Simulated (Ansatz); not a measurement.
SnSe:
```yaml
crystal:
  lattice:
    - [11.67335, 0.00000, 0.00000]
    - [0.00000, 4.12328, 0.00000]
    - [0.00000, 0.00000, 4.64961]
  atoms:
    - { symbol: Sn, position: [0.62093, 0.75000, 0.37715] }
    - { symbol: Sn, position: [0.37907, 0.25000, 0.62285] }
    - { symbol: Sn, position: [0.87907, 0.25000, 0.87715] }
    - { symbol: Sn, position: [0.12093, 0.75000, 0.12285] }
    - { symbol: Se, position: [0.14720, 0.25000, 0.51455] }
    - { symbol: Se, position: [0.85280, 0.75000, 0.48545] }
    - { symbol: Se, position: [0.35280, 0.75000, 0.01455] }
    - { symbol: Se, position: [0.64720, 0.25000, 0.98545] }
```

Relaxed with r²SCAN+D4. Special points in fractions of this cell's reciprocal vectors: Γ (0.000, 0.000, 0.000); X (0.500, 0.000, 0.000); S (0.500, 0.500, 0.000); Y (0.000, 0.500, 0.000); Z (0.000, 0.000, 0.500); U (0.500, 0.000, 0.500); R (0.500, 0.500, 0.500); T (0.000, 0.500, 0.500).

Problem. List the band energies nearest the valence-band maximum at these points for r²SCAN+D4 with spin–orbit coupling (plane waves, PAW; program Ansatz).

Solution. In eV from the valence-band maximum; about four levels below and three above (degenerate sets whole), none deeper than 8.9 eV; points with the same levels are listed once.

```csv
k,below,above
Γ,-0.76 -0.76 -0.32 -0.32,1.12 1.12 2.97 2.97
X,-0.50 -0.50 -0.50 -0.50,2.66 2.66 2.66 2.66
S,-1.16 -1.16 -1.16 -1.16,1.67 1.67 1.67 1.67
Y,-0.97 -0.97 -0.97 -0.97,1.41 1.41 1.41 1.41
Z,-0.12 -0.12 -0.12 -0.12,1.56 1.56 1.56 1.56
U,-0.13 -0.13 -0.13 -0.13,1.58 1.58 1.58 1.58
R,-1.44 -1.44 -1.44 -1.44,2.77 2.77 2.77 2.77
T,-1.32 -1.32 -1.32 -1.32,2.91 2.91 2.91 2.91
```

Space group Pnma. Symmetry was held in the r²SCAN+D4 relaxation.

Potentials: the earlier of the program's two PAW sets. The files were generated under PBE; for other functionals the program regenerates the frozen cores, and for LDA and PBEsol the local potential too.
